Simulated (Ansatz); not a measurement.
AlRu:
```
AlRu
1.0
    3.00397     0.00000     0.00000
    0.00000     3.00397     0.00000
    0.00000     0.00000     3.00397
Al Ru
1 1
Direct
  0.00000   0.00000   0.00000
  0.50000   0.50000   0.50000
```

Relaxed with PBE. Special points in fractions of this cell's reciprocal vectors: Γ (0.000, 0.000, 0.000); X (0.000, 0.500, 0.000); M (0.500, 0.500, 0.000); R (0.500, 0.500, 0.500).

Problem. List the band energies nearest the Fermi level at these points for DFT-PBE in the program Ansatz with PAW potentials.

Solution. In eV from the Fermi level; about four levels below and three above (degenerate sets whole), none deeper than 8.9 eV; points with the same levels are listed once.

| k | below | above |
|---|---|---|
| Γ | -3.50 -3.50 | 0.18 0.18 0.18 |
| X | -5.46 -2.71 -1.57 -1.57 | 0.43 2.25 7.42 |
| M | -1.35 -1.35 -1.14 -1.14 | 1.51 5.23 6.12 |
| R | -4.56 -4.56 -4.56 | 1.60 1.60 2.51 |

Space group Pm-3m (CsCl type). The cell was relaxed with PBE under the symmetry of its start; phonons on a q-mesh show no instability. No spin polarisation was allowed. Spin–orbit coupling is left out wherever it is not named.

Potentials: the later of the program's two PAW sets.
